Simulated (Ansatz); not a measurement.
InAs:
```
InAs
1.0
    4.29439     0.00000     0.00000
   -2.14720     3.71905     0.00000
    0.00000     0.00000     7.05647
In As
2 2
Direct
  0.66667   0.33333   0.50053
  0.33333   0.66667   0.00053
  0.66667   0.33333   0.87497
  0.33333   0.66667   0.37497
```

Relaxed with PBEsol. Special points in fractions of this cell's reciprocal vectors: Γ (0.000, 0.000, 0.000); M (0.500, 0.000, 0.000); K (0.333, 0.333, 0.000); A (0.000, 0.000, 0.500); L (0.500, 0.000, 0.500); H (0.333, 0.333, 0.500).

List the band energies nearest the Fermi level at these points for the program Ansatz at the PBEsol with spin–orbit coupling level (PAW).

In eV from the Fermi level; about four levels below and three above (degenerate sets whole), none deeper than 8.9 eV; points with the same levels are listed once.

```tsv
k	below	above
Γ	-0.35 -0.35 -0.03 -0.03	0.03 0.03 0.52 0.52
M	-2.05 -2.05 -1.09 -1.09	1.44 1.44 1.91 1.91
K	-2.64 -2.64 -2.64 -2.36 -2.36	2.35 2.35 3.79
A	-0.54 -0.54 -0.54 -0.54	1.07 1.07 1.07 1.07
L	-1.82 -1.82 -1.82 -1.82	1.23 1.23 1.23 1.23
H	-1.58 -1.58 -1.52 -1.52	1.93 1.93 2.00 2.00
```

Space group P6_3mc (wurtzite). The workflow started from a Materials Project entry (that database holds measured and hypothetical structures alike); the Crystallography Open Database copy checked does not list it. It is not the phase usual at ambient conditions (space group No. 216). Symmetry was held in the PBEsol relaxation; of distortions, only those at the zone centre were tested. The Fermi level of a semimetal is unsure by some 0.05 eV on such meshes.

Potentials: the later of the program's two PAW sets.
